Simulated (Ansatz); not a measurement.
Level of theory: DFT PBE, scalar-relativistic, plane waves, PAW (Ansatz). Cutoff 420 eV, Γ-centred meshes of about 0.25 Å⁻¹ or finer for metals and 0.3 Å⁻¹ for insulators (2π included), Gaussian smearing. No spin polarisation.

Relaxed forms of SnBi2O5:

Cell 1. Space group R-3m (No. 166), trigonal, a = 3.825 Å, c = 26.756 Å. Sn is surrounded by 2 O at 2.17 Å and 6 O at 2.30 Å; around Bi lie 4 O at 2.30–2.34 Å and 3 O at 2.67 Å; around O on a site of symmetry 3m lie 1 Bi at 2.30 Å, 3 Sn at 2.30 Å and 6 O at 2.57–2.67 Å; around O on a second site of symmetry 3m lie 1 Sn at 2.17 Å, 3 Bi at 2.34 Å, 3 O at 2.67 Å and 3 O at 3.18 Å; 1 more site not described.

Cell 2. Space group Amm2 (No. 38), orthorhombic, a = 9.092 Å, b = 5.856 Å, c = 8.892 Å. Around Sn lie 5 O at 2.03–2.07 Å; Bi has 3 O at 2.06–2.17 Å; O on a site of symmetry 1 has 1 Sn at 2.03 Å and 1 Bi at 2.06 Å; O on a site of symmetry mm2 has 1 Sn at 2.07 Å and 2 Bi at 2.17 Å.

**Question.** Order them by Kohn–Sham gap, widest first, and say which is lowest in energy.

**Answer.** Gaps on the mesh: 2.09 eV for cell 2, 1.49 eV for cell 1. Lowest in energy is cell 1; cell 2 lies 79 meV/atom higher. The widest gap doesn't belong to the lowest form. Counting O atoms around Bi and Sn (those within 1.25 times the shortest such distance or 1.15 times the sum of covalent radii, 1.27 where that leaves under three; a plus sign parts nearer from farther groups): cell 1 (R-3m, 14.1 Å³/atom) has Sn 8, Bi 4+3; cell 2 (Amm2, 29.6 Å³/atom) has Sn 5, Bi 3.

Gaps are read on each cell's k mesh and can be smaller between its points; Kohn–Sham gaps at this level usually fall short of measured ones. The missing spin–orbit coupling can work the other way here. Weakly bound directions are ill-defined at this level, which has no dispersion term (Amm2), and this can change margins and order among such cells. These runs have no spin–orbit coupling, which can matter for Bi. Cells relaxed within their symmetry can be saddle points. Some structure types and database cells were kept out of the candidates from the start, so a known form may be missing.
